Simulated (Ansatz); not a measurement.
With the program Ansatz at the PBEsol level (PAW), GaSb in the rock salt structure (Fm-3m) relaxes to a = 5.696 Å. Sb has 6 nearest neighbours from 2.85 Å (octahedral); Ga has 6 nearest neighbours from 2.85 Å (octahedral). Its formation energy from the elements is 0.027 eV/atom, with no fitted shifts.

Electronic character: metallic (no gap). Gap from PBEsol with spin–orbit coupling: none (metallic).

An equation-of-state fit gives a bulk modulus of 64.6 GPa. The relaxed-ion elastic constants in GPa are C11 = 134, C12 = 30.3, C44 = 7.5. The elastic constants imply a Debye temperature near 192 K. The highest mode at Γ lies at 121 cm⁻¹.

The start of the workflow was typed in or built on a structure type; neither database checked (COD, Materials Project) lists it. It is not the phase usual at ambient conditions (space group No. 216). The PBEsol relaxation kept the symmetry of its start; of distortions, only those at the zone centre were tested. As this level gives no gap, shear constants depend on the k-mesh and smearing (Fermi–Dirac, 0.1 eV here). As this level gives no gap, phonon frequencies hold no LO–TO term and depend on the k-mesh and smearing (Fermi–Dirac, 0.1 eV here). The references are the lowest solids computed at this level, not always the standard phases. Spin–orbit coupling is left out wherever it is not named.

Potentials: the later of the program's two PAW sets.
